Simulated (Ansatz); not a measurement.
Problem. Name crystals whose computed values (r²SCAN (plane waves, PAW; program Ansatz)) fall in these windows: ε0 4.3 to 5.5; ε∞ 2.0 to 2.8.

Solution. 

```
crystal                           ε0    ε∞
------------------------------  ----  ----
KBr, rock salt                  4.81  2.44
MgO, Pm-3n (Mg on 6c, O on 6d)  4.42  2.49
LiCl, wurtzite                  4.45  2.39
KI, rock salt                   5.00  2.73
KCl, rock salt                  4.73  2.25
```
Others may fit too.

Not the usual ambient phase: MgO, Pm-3n (Mg on 6c, O on 6d); LiCl, wurtzite. All cells were relaxed under the symmetry of their starts (and spin orders); stability against distortions was not tested throughout. Spin–orbit coupling is left out wherever it is not named.

Potentials: the later of the program's two PAW sets.
